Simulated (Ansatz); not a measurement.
Starting cell, SnO (litharge type, space group P4/nmm):

```xyz
4
Lattice="3.7934 0.0000 0.0000 0.0000 3.7934 0.0000 0.0000 0.0000 4.7649" Properties=species:S:1:pos:R:3 pbc="T T T"
Sn     1.8967     0.0000     1.1463
Sn     0.0000     1.8967     3.6186
O      0.0000     0.0000     0.0000
O      1.8967     1.8967     0.0000
```

In this cell atom 2 (Sn, nearest neighbour O at 2.216 Å; its periodic images, 3.8 Å or more away, move with it) is moved by u·(1.000, 0.000, 0.000) + v·(0.000, 1.000, 0.000); the rest is frozen.

These are r2SCAN+rVV10 (plane waves to 500 eV, PAW, scalar-relativistic; Ansatz, a program for electronic structure) values and carry that method's errors. k mesh 7×7×6 (Γ-centred), Fermi-Dirac smearing 0.05 eV. Compression counts positive. With partly filled bands, energies and forces of such displacements shift with the k mesh and the smearing. At this level the bands of SnO touch or barely overlap; measurements give the solid a gap. SnO was relaxed with its symmetry unable to fall. The last digit holds for this mesh only.

Changes of P (GPa) from the point u = 0.000 Å, v = 0.000 Å when one coordinate moves alone (two changes are said to add if the coupling is within 5 % of the smaller one, nearly so within 20 %):

```json
[
 {"point": "u = 0.000 Å, v = -0.330 Å", "change": "3.62"},
 {"point": "u = 0.000 Å, v = -0.165 Å", "change": "0.85"},
 {"point": "u = -0.330 Å, v = 0.000 Å", "change": "3.62"},
 {"point": "u = -0.165 Å, v = 0.000 Å", "change": "0.85"},
 {"point": "u = 0.165 Å, v = 0.000 Å", "change": "0.85"},
 {"point": "u = 0.330 Å, v = 0.000 Å", "change": "3.62"},
 {"point": "u = 0.000 Å, v = 0.165 Å", "change": "0.85"},
 {"point": "u = 0.000 Å, v = 0.330 Å", "change": "3.62"}
]
```

Problem. Do the two effects add at u = 0.330 Å, v = -0.330 Å? Give the computed change.

Solution. The sum of the single changes is 3.62 + (3.62) = 7.24; the calculation gives 6.37, so the coupling contributes -0.87 (over 20 % of the smaller single change, not additive).

(For displaced atoms, the force is minus the slope of the energy, and its curvature is a force constant, which sets phonon frequencies.)
